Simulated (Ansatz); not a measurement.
Input:

ZnSnN₂:
```yaml
crystal:
  lattice:
    - [1.58223, 0.91350, 5.13544]
    - [-1.58223, 0.91350, 5.13544]
    - [0.00000, -1.82700, 5.13544]
  atoms:
    - { symbol: Zn, position: [0.00000, 0.00000, 0.00000] }
    - { symbol: Sn, position: [0.50000, 0.50000, 0.50000] }
    - { symbol: N, position: [0.75275, 0.75275, 0.75275] }
    - { symbol: N, position: [0.24725, 0.24725, 0.24725] }
```

This is the PBEsol-relaxed structure. Cartesian axes are those of the cell as given.

All from DFT-PBEsol in the program Ansatz with PAW potentials, unless another level is named. Give the smallest direct gap on the standard path.

0.74 eV.

Predict the electron effective mass with spin–orbit coupling.

0.23, 0.25, 0.62 mₑ (principal values).

Predict the hole effective mass.

0.28, 0.84, 18 mₑ (principal values).

And the valence-band maximum?

off the standard path, at k = (-0.010, 0.193, -0.203) in fractions of the reciprocal vectors.

Space group R-3m. The start of the workflow was typed in or built on a structure type; neither database checked (COD, Materials Project) lists it. Whether it is the stable phase at ambient conditions was not checked. The PBEsol relaxation kept the symmetry of its start. At this level the phase is mechanically unstable. Its formation energy is positive at this level, so the cell may be metastable or incomplete. Scalar-relativistic: spin–orbit coupling is off unless named, which matters more the heavier the elements.

Potentials: the earlier of the program's two PAW sets. The files were generated under PBE; for other functionals the program regenerates the frozen cores, and for LDA and PBEsol the local potential too.
